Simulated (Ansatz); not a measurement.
Independent-particle absorption of C (P6_3/mmc, a = 2.503 Å, b = 2.503 Å, c = 4.169 Å, α = 90.00°, β = 90.00°, γ = 120.00°), no local fields or excitons, 0.1 eV broadening. Level of theory: Ansatz, DFT r2SCAN, scalar-relativistic, plane waves, PAW.

Plane waves to 500 eV, a k mesh through Γ of 12×12×6 on the computed 4-atom cell and Gaussian smearing (0.02 eV); no spin polarisation. The spectrum is summed on a 18×18×9 mesh.

```xyz
4
Lattice="2.5032 0.0000 0.0000 -1.2516 2.1678 0.0000 0.0000 0.0000 4.1689" Properties=species:S:1:pos:R:3 pbc="T T T"
C     0.0000    1.4452    0.2615
C     1.2516    0.7226    2.3460
C     0.0000    1.4452    1.8229
C     1.2516    0.7226    3.9074
```

photon energy (eV), ε2,zz and a bar:
```
      0.0       0.00
      0.4       0.00
      0.8       0.00
      1.2       0.00
      1.6       0.00
      2.0       0.00
      2.4       0.00
      2.8       0.00
      3.2       0.00
      3.6       0.00
      4.0       0.00
      4.4       0.00
      4.8       0.00
      5.2       0.04
      5.6       0.40 #
      6.0       0.61 #
      6.4       1.68 ###
      6.8       2.37 ####
      7.2       2.91 ####
      7.6       3.40 #####
      8.0       3.83 ######
      8.4       4.26 #######
      8.8       4.71 #######
      9.2       5.21 ########
      9.6       5.89 #########
     10.0       6.88 ###########
     10.4      11.17 #################
     10.8      14.06 ######################
     11.2      19.62 ##############################
     11.6      16.03 #########################
     12.0      14.48 ######################
     12.4      13.23 ####################
     12.8       9.86 ###############
     13.2       8.19 #############
     13.6       6.96 ###########
     14.0       5.73 #########
```

The strongest peak lies near 11.2 eV. ε∞ (xx, yy, zz) = 5.5, 5.5, 5.8.

Cost: 1 run of about 1.6 core-minutes, on AMD EPYC 7R43 (Zen 3) (shared hosts).